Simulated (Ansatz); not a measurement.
SnSe:
```
SnSe
1.0
    0.00000     3.39015     3.39015
    3.39015     0.00000     3.39015
    3.39015     3.39015     0.00000
Se Sn
1 1
Direct
  0.25000   0.25000   0.25000
  0.00000   0.00000   0.00000
```

Relaxed with PBE. Special points in fractions of this cell's reciprocal vectors: Γ (0.000, 0.000, 0.000); X (0.500, 0.000, 0.500); U (0.625, 0.250, 0.625); K (0.375, 0.375, 0.750); L (0.500, 0.500, 0.500); W (0.500, 0.250, 0.750).

### Question
List the band energies nearest the Fermi level at these points for the program Ansatz at the PBE level (PAW).

### Answer
In eV from the Fermi level; about four levels below and three above (degenerate sets whole), none deeper than 8.9 eV; points with the same levels are listed once.

| k | below | above |
|---|---|---|
| Γ | -5.38 -2.23 -2.23 -2.23 | 1.47 1.47 1.47 |
| X | -7.39 -3.41 -3.41 -0.63 | 0.06 4.25 4.25 |
| U | -7.34 -3.83 -3.21 -0.51 | 1.19 3.33 3.57 |
| L | -7.12 -2.73 -2.73 -2.16 | 2.22 2.22 3.26 |
| W | -7.36 -3.69 -3.60 | 0.00 1.57 2.19 |

Space group F-43m (zinc blende). The start of the workflow was typed in or built on a structure type; neither database checked (COD, Materials Project) lists it. It is not the phase usual at ambient conditions (space group No. 62). Symmetry was held in the PBE relaxation; its stability against distortions is not shown here. The volume moved by 17 % from the start of the relaxation. A small band overlap can be real or an error of a semilocal functional. The Fermi level of a semimetal is unsure by some 0.05 eV on such meshes. Scalar-relativistic: spin–orbit coupling is off unless named, which matters more the heavier the elements.

Potentials: the later of the program's two PAW sets.
